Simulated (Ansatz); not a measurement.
The start is a randomly generated symmetric cell of Sc (space group No. 99). A full variable-cell relaxation at zero pressure is run with r2SCAN (plane waves to 500 eV, PAW, scalar-relativistic; Ansatz, a program for electronic structure). The first steps use a coarse 7×7×10 k-mesh.

Initial structure:
```
CELL_PARAMETERS angstrom
      5.13444     0.00000     0.00000
      0.00000     5.13444     0.00000
      0.00000     0.00000     3.19357
ATOMIC_POSITIONS crystal
  Sc 0.50000 0.00000 0.37966
  Sc 0.00000 0.50000 0.37966
  Sc 0.50000 0.50000 0.85199
```

Task: How large is the pressure on the unrelaxed cell, and of which sign?

Result: +2.3 GPa (positive: the cell is compressed).

Task: Which atoms feel the largest initial force, and how large is it?

Result: 0.27 eV/Å, on Sc3 (atoms numbered as listed).

Task: What symmetry does the relaxed structure have?

Result: The space group goes from P4mm (No. 99) to P4/mmm (No. 123), with 3 atoms in the primitive cell.

Task: How much energy is released per atom?

Result: 0.02 eV/atom.

Task: How does the volume per atom move from start to end?

Result: +5.6 %, from 28.06 to 29.62 Å³/atom.

Task: How do the shortest distances between atoms change?

Result: The closest pairs of elements (up to four, under 3.6 Å), start → end: Sc–Sc 2.98 → 3.07 Å.

Task: What does it relax into? Give the structure.

Result: 
```cif
data_Sc3
_chemical_formula_sum 'Sc3'
_space_group_name_H-M_alt 'P4/mmm'
_space_group_IT_number 123
_space_group_name_Hall '-P 4 2'
_cell_length_a 5.17339
_cell_length_b 5.17339
_cell_length_c 3.32043
_cell_angle_alpha 90.000
_cell_angle_beta 90.000
_cell_angle_gamma 90.000
loop_
_atom_site_label
_atom_site_type_symbol
_atom_site_symmetry_multiplicity
_atom_site_Wyckoff_symbol
_atom_site_fract_x
_atom_site_fract_y
_atom_site_fract_z
_atom_site_occupancy
Sc1 Sc 2 e 0.00000 0.50000 0.50000 1
Sc2 Sc 1 c 0.50000 0.50000 0.00000 1
```

Final values are on a 9×9×14 k-mesh of the relaxed cell. No spin polarisation in the result.

The run could not lose the symmetry of its start, so the end can be a saddle point.

The relaxed structure here is a generated cell of Sc: the first start was made by a random draw of sites in a space group, and the end was not matched to a known phase here, so it may be hypothetical. Known forms of Sc include space group No. 194.
